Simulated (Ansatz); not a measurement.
# Does relaxation matter for the field gradients of HfO2 with Sn replacing Hf?

Start: a supercell of HfO2 (space group P4_2/nmc) built from a computed structure from the Materials Project (it need not be an observed phase), with all atoms left at the host's positions.

Space group I-4m2 (No. 119); a = 7.1160, c = 10.3437 Å.

| site | Wyckoff | site symmetry | x | y | z |
| --- | --- | --- | --- | --- | --- |
| Sn | 2d | -4m2 | 0.5000 | 0.0000 | 0.2500 |
| Hf2 | 2c | -4m2 | 0.5000 | 0.0000 | 0.7500 |
| Hf3 | 4e | 2mm. | 0.5000 | 0.5000 | 0.2500 |
| Hf5 | 8g | ..2 | 0.2500 | 0.7500 | 0.0000 |
| O9 | 8i | .m. | 0.2500 | 0.0000 | 0.3486 |
| O10 | 8i | .m. | 0.7500 | 0.5000 | 0.3486 |
| O13 | 8i | .m. | 0.5000 | 0.7500 | 0.4014 |
| O14 | 8i | .m. | 0.0000 | 0.2500 | 0.4014 |

One atom of each set is listed; the run and its k-mesh use a cell of 24 atoms with edges of 7.22, 7.22, 7.22 Å.

The numbers come from a DFT calculation in Ansatz (PBE, plane waves and PAW, scalar-relativistic, 420 eV cutoff, Γ-centred 4×4×4 k-points, Fermi–Dirac smearing 0.01 eV).

The largest force at the start is 0.34 eV/Å. Relaxing the ions at fixed cell moves them by 0.143 Å at most (atom 15, O) and 0.094 Å rms.

| site | moved (Å) | first shell before | first shell after | V_zz before (10²¹ V/m²) | η before |
| --- | --- | --- | --- | --- | --- |
| Sn | 0.000 | 8 O at 2.05–2.37 Å | 4 O at 2.00 Å; also 4 O at 2.47 Å | 6.66 | 0.00 |
| Hf2 | 0.000 | 8 O at 2.05–2.37 Å | 8 O at 2.01–2.45 Å | 14.93 | 0.00 |
| Hf3 | 0.022 | 8 O at 2.05–2.37 Å | 8 O at 2.12–2.27 Å | 16.69 | 0.17 |
| Hf5 | 0.004 | 8 O at 2.05–2.37 Å | 8 O at 2.06–2.35 Å | 14.65 | 0.03 |
| O9 | 0.091 | 1 Sn at 2.05 Å, 3 Hf at 2.05–2.37 Å | 1 Sn at 2.00 Å, 3 Hf at 2.15–2.35 Å | 4.94 | 0.17 |
| O10 | 0.082 | 4 Hf at 2.05–2.37 Å | 4 Hf at 2.01–2.34 Å | 0.81 | 0.02 |
| O13 | 0.143 | 3 Hf at 2.05–2.37 Å, 1 Sn at 2.37 Å | 3 Hf at 2.06–2.24 Å, 1 Sn at 2.47 Å | 1.22 | 0.04 |
| O14 | 0.133 | 4 Hf at 2.05–2.37 Å | 4 Hf at 2.07–2.45 Å | 1.30 | 0.02 |

Q: How do the gradients change?

A: 

```
site  V_zz after  η after  change of V_zz
  Sn        5.72     0.00           -0.94
 Hf2       13.56     0.00           -1.37
 Hf3        1.80     0.37          -14.89
 Hf5      -17.52     0.35               –
  O9        4.88     0.08           -0.06
 O10       -1.53     0.04               –
 O13        0.96     0.10               –
 O14        0.93     0.16           -0.37
```

The largest change of V_zz along a kept axis is on Hf3, from 16.69 to 1.80. In per cent, |V_zz| changes by -14 on Sn, -89 to -9 on Hf, -28 to -1 on O (all sites that start above 0.5, bar those whose gradient vanishes or changes sign or whose main axis turns by over 40°). On Hf3 V_xx and V_yy change places (or their axes turn by over 50°), so the two values of η hide a larger change. On Hf5, O13, O10 the largest principal value lies along another axis in the second run, so the two V_zz can't be compared directly.

The defect repeats with the cell of 24 atoms, so it feels its images: sites between two images don't show the values beside a lone defect, and zeros or small values of η there can come from the images' arrangement. Hf and O carry a gradient in the pure host already, so the values there aren't the defect's effect alone. Without spin–orbit coupling the gradients at and beside Hf can be off by some per cent, at some sites by more.
Before: The cell keeps the host's lattice, where the PBE pressure is 10 GPa. The neighbours have not yet relaxed around the defect (largest force 0.34 eV/Å), so a real crystal will differ.
After: The relaxation keeps the site symmetry -4m2 of the start, so the impurity can't leave its site; a start off the site could end lower. The cell keeps the host's lattice, where the PBE pressure is 9 GPa.
